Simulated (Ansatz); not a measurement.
**Stationary points along a deformation path in CsH**

Computed with DFT LDA, scalar-relativistic, plane waves, PAW (Ansatz). Cutoff 420 eV, Γ-centred 8×8×8 k-points, Gaussian smearing of 0.05 eV. Spin–orbit coupling is left out, which matters for the heavy elements here. No spin polarisation. Energies are free energies at this smearing, counted from the undisturbed cell; pressure is positive in compression.

The starting cell (as given, not relaxed at this level; it stands at -1.9 GPa; this CsCl-type form isn't the usual structure):

```
CELL_PARAMETERS angstrom
3.81841 0.00000 0.00000
0.00000 3.81841 0.00000
0.00000 0.00000 3.81841
ATOMIC_POSITIONS crystal
Cs 0.00000 0.00000 0.00000
H 0.50000 0.50000 0.50000
```

At fixed volume and fractional coordinates, lengths along (0.577, 0.577, 0.577) are scaled against those across it; ρ is that ratio over its starting value. V = 27.837 Å³/atom. Δσ is the stress along the axis less the mean stress across it (compression positive).

| ρ | ΔE (meV/atom) | Δσ (GPa) | space group |
| --- | --- | --- | --- |
| 0.500 | 1159.7 | 34.43 | R-3m |
| 0.600 | 486.7 | 24.67 | R-3m |
| 0.710 | 154.0 | 10.70 | R-3m |
| 0.850 | 22.6 | 2.91 | R-3m |
| 0.930 | 3.5 | 0.93 | R-3m |
| 1.000 | 0.0 | 0.00 | Pm-3m |
| 1.080 | 2.5 | -0.48 | R-3m |
| 1.200 | 9.1 | -0.51 | R-3m |
| 1.410 | 12.6 | 0.22 | R-3m |
| 1.700 | -0.2 | 0.78 | R-3m |
| 2.000 | -9.8 | 0.00 | Fm-3m |

Problem. How does the stress give the slope of the energy, and where is the energy stationary?

Solution. Along the path d ln(length) is 2/3 d ln ρ on the axis and −1/3 d ln ρ across it, so dE/d ln ρ = −(2/3) V Δσ: the energy falls with ρ where Δσ is positive. Δσ vanishes or changes sign at ρ = 1.000 (Pm-3m), a minimum at 0.0 meV/atom; between ρ = 1.200 and 1.410, a maximum (near 1.34 by linear interpolation); at ρ = 2.000 (Fm-3m, an end of the scan), at -9.8 meV/atom. Pairs of stationary points between two samples would go unseen, and could change a minimum read from distant neighbours into a maximum. At ρ = 1.000, 2.000 the cell is cubic, where symmetry alone makes the stress isotropic and the slope zero.

Problem. Which shear constant sets the curvature at ρ = 1?

Solution. For a cubic crystal E/V = (2/3) C (ln ρ)² with C = C44, so Δσ = −2C ln ρ. The parabola of Δσ against ln ρ through ρ = 0.930, 1 and 1.080 gives C ≈ 4.8 GPa with the ions clamped, rough because the steps are large. It is the stress–strain coefficient at this cell's pressure of -1.9 GPa, not the zero-pressure constant.

Problem. Is the start the lowest point of the path?

Solution. No: ρ = 2.000 lies 9.8 meV/atom lower, behind a rise of at least 12.6 meV/atom. Volume and inner coordinates are held, so a relaxed structure there would lie lower still.

The gap closes along the scan, which can put kinks into the curve.